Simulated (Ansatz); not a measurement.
Space group Pm-3m (No. 221). a = 3.877 Å, b = 3.877 Å, c = 3.877 Å, α = 90.00°, β = 90.00°, γ = 90.00°
```
atom site symmetry x y z
  Na    1a m-3m  0.0000  0.0000  0.0000
   W    1b m-3m  0.5000  0.5000  0.5000
   O    3c    4/mm.m  0.5000  0.5000  0.0000
```

Equation of state of this NaWO$_{3}$ structure (not necessarily the ground state), with shape and atoms relaxed at each volume where symmetry leaves them free. It has no gap at any of these volumes. All numbers below come from DFT r2SCAN, scalar-relativistic, plane waves, PAW in Ansatz.

Plane waves to 500 eV, a k mesh through Γ of 10×10×10 on the computed 5-atom cell and Gaussian smearing (0.10 eV); no spin polarisation.

```csv
V (Å³/atom),E − E(largest V) (meV/atom),P (GPa)
10.952,6.35,16.30
11.301,-19.29,7.48
11.651,-27.18,-0.01
12.000,-19.99,-6.38
12.350,0.00,-11.78
```

Task: Fit a third-order Birch–Murnaghan equation to E(V).

Result: V0 = 11.65 Å³/atom, B0 = 230 GPa, B0' = 4.4.

Spin-orbit coupling is left out, which matters for the bands of heavy elements. Spin polarisation was left out, and a magnetic state may lie lower.

Symmetry holds off the tilts and polar distortions that many cubic perovskites undergo.